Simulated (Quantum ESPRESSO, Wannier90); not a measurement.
Wannierisation of CdSe (zinc blende)

```
begin unit_cell_cart
ang
    0.0000000000    3.0702700000    3.0702700000
    3.0702700000    0.0000000000    3.0702700000
    3.0702700000    3.0702700000    0.0000000000
end unit_cell_cart
begin atoms_frac
Cd   0.0000000000  0.0000000000  0.0000000000
Se   0.2500000000  0.2500000000  0.2500000000
end atoms_frac
```

Cell from Materials Project (mp-2691), symmetrised, no further relaxation. Not found in the COD (Crystallography Open Database) copy used, which has the formula in other groups; not checked further. Level: PBE, no spin polarisation, no spin-orbit coupling; pw.x of Quantum ESPRESSO at 82 Ry with PseudoDojo potentials, 10×10×10 k-points, Wannier90. Density: 10×10×10 mesh, cold smearing 0.01 Ry. Spin-orbit coupling, left out, would split the p-like bands by a few tenths of an eV.

Bands 16-18 form an isolated set from -4.22 to 0.00 eV relative to the valence-band maximum (on the path) and are turned into 3 Wannier functions by minimising the spread from the start: atomic waves Se 4p.

Q: Where do the functions sit, how wide are they and what are they made of?

A: 
| functions | spread (Å²) | nearest atom, distance (Å) | second atom, distance (Å) | weight on atomic waves |
|---|---|---|---|---|
| 3 | 3.29 | Se 0.00 | Cd 2.66 | Se 4p 81 %, Cd 5s 10 % |

Ω_I = 9.36 Å², Ω_total = 9.86 Å²; the interpolated bands follow pw.x to 11 meV rms on the path. Only this start was tried; a symmetric start can stop on a saddle, and mixtures of these functions could lower the total by at most Ω_total − Ω_I.
